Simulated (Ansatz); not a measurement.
BaNaSbWO6 (F-43m), zone-centre modes

Theory: DFT PBEsol, scalar-relativistic, plane waves, PAW in Ansatz 0.2.0. Settings: plane waves to 420 eV, k-mesh 6×6×6 (Γ-centred), Gaussian smearing 0.05 eV. Spin–orbit coupling is left out, which can shift energies with elements as heavy as these. No spin polarisation.

The starting cell (relaxed at this level; it needn't be the usual structure):

```
Na Ba Sb W O
1.0
     0.00000    4.16892    4.16892
     4.16892    0.00000    4.16892
     4.16892    4.16892    0.00000
Na Ba Sb W O
1 1 1 1 6
Direct
  0.75000 0.75000 0.75000
  0.25000 0.25000 0.25000
  0.00000 0.00000 0.00000
  0.50000 0.50000 0.50000
  0.73019 0.26981 0.26981
  0.26981 0.73019 0.73019
  0.73019 0.73019 0.26981
  0.26981 0.26981 0.73019
  0.26981 0.73019 0.26981
  0.73019 0.26981 0.73019
```

Harmonic modes by finite displacements of 0.02 Å, without the LO–TO term.

Q: At this geometry, is the structure stable against these modes?

A: No: 6 modes are unstable, the strongest at 143i cm⁻¹.

Q: List the wavenumbers in cm⁻¹.

A: 143i, 143i, 143i, 135i, 135i, 135i, 0, 0, 0, 61, 61, 61, 76, 76, 76, 93, 93, 93, 242, 242, 242, 356, 356, 356, 376, 376, 376, 547, 547, 826.

Cost: 1 run of about 5.3 core-minutes, on Arm Neoverse V2 (shared hosts).